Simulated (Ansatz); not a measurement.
**Property card for ZnS**

ZnS:
```xyz
16
Lattice="3.8084 0.0000 0.0000 -1.9042 3.2982 0.0000 0.0000 0.0000 24.9348" Properties=species:S:1:pos:R:3 pbc="T T T"
Zn     0.0000     2.1988     3.1182
Zn     0.0000     0.0000     0.0067
Zn     1.9042     1.0994    15.5810
Zn     1.9042     1.0994    21.8246
Zn     0.0000     0.0000    18.7030
Zn     0.0000     2.1988     9.3527
Zn     0.0000     0.0000    12.4642
Zn     1.9042     1.0994     6.2351
S      1.9042     1.0994     8.5731
S      1.9042     1.0994    24.1618
S      0.0000     2.1988     5.4520
S      0.0000     0.0000    14.7979
S      0.0000     0.0000     2.3400
S      0.0000     0.0000    21.0400
S      0.0000     2.1988    11.6860
S      1.9042     1.0994    17.9187
```

Space group P3m1 (No. 156); conventional cell a = b = 3.808 Å, c = 24.935 Å, α = β = 90.00°, γ = 120.00°.

Method: r²SCAN (plane waves, PAW; program Ansatz). Structure relaxed to zero pressure with the same functional. Other levels are named where they apply.

### Cell and energy

```
Item                                                          Result
-----------------------------------------------------  -------------
Volume per atom                                             19.58 Å³
Density                                                   4.13 g/cm³
Formation energy from the elements (no fitted shifts)  -980 meV/atom
```

### Electronic structure

```
Quantity                                                                       Value
--------------------------------------------  --------------------------------------
Band gap                                                            2.74 eV (direct)
Valence-band maximum                                                            at Γ
Conduction-band minimum                                                         at Γ
Electron effective mass                       0.19, 0.20, 0.20 mₑ (principal values)
Hole effective mass, band 1 of 2 at the edge           1.6 along x, 1.5 along z (mₑ)
Hole effective mass, band 2 of 2 at the edge          0.19 along x, 1.5 along z (mₑ)
HSE06 gap on the r²SCAN cell                                                 3.41 eV
```

### Mechanics

```
Property                               Value
----------------------------------  --------
Bulk modulus (Birch–Murnaghan fit)  78.4 GPa
Pressure derivative B′                   4.3
```

### Charges

```
Property                                      Result
-------------  -------------------------------------
Bader charges  Zn +0.96 to +0.97, S -0.97 to -0.96 e
```

The first step of the workflow began from a Materials Project structure, measured or hypothetical; the Crystallography Open Database files this formula in space group No. 156, but the cells were not matched. It is not the phase usual at ambient conditions (space group No. 186, 216). The cell was relaxed with r²SCAN under the symmetry of its start; whether a distortion lowers the energy is not shown. The references are the lowest solids computed at this level, not always the standard phases.

Potentials: the later of the program's two PAW sets.
